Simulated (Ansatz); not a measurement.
CdS:
```xyz
4
Lattice="4.1966 0.0000 0.0000 -2.0983 3.6344 0.0000 0.0000 0.0000 6.8284" Properties=species:S:1:pos:R:3 pbc="T T T"
Cd     2.0983     1.2115     0.0061
Cd     0.0000     2.4229     3.4203
S      2.0983     1.2115     4.2630
S      0.0000     2.4229     0.8488
```

Relaxed with PBE. Special points in fractions of this cell's reciprocal vectors: Γ (0.000, 0.000, 0.000); M (0.500, 0.000, 0.000); K (0.333, 0.333, 0.000); A (0.000, 0.000, 0.500); L (0.500, 0.000, 0.500); H (0.333, 0.333, 0.500).

Q: List the band energies nearest the valence-band maximum at these points for PBE in the plane-wave PAW code Ansatz.

A: In eV from the valence-band maximum; about four levels below and three above (degenerate sets whole), none deeper than 8.9 eV; points with the same levels are listed once.

```tsv
k	below	above
Γ	-0.69 -0.69 -0.04 0.00 0.00	1.11 2.74 6.47 6.47
M	-2.44 -1.72 -1.18 -0.69	3.62 3.88 5.12
K	-2.85 -1.70 -1.70 -1.51	4.75 4.93 4.93
A	-0.36 -0.36 -0.36 -0.36	2.75 2.75 6.11 6.11
L	-1.24 -1.24 -1.22 -1.22	3.46 3.46 5.35 5.35
H	-2.24 -2.24 -1.03 -1.03	4.30 4.30 6.10 6.10
```

Space group P6_3mc (wurtzite). The PBE relaxation kept the symmetry of its start. Spin–orbit coupling is left out wherever it is not named.

Potentials: the later of the program's two PAW sets.
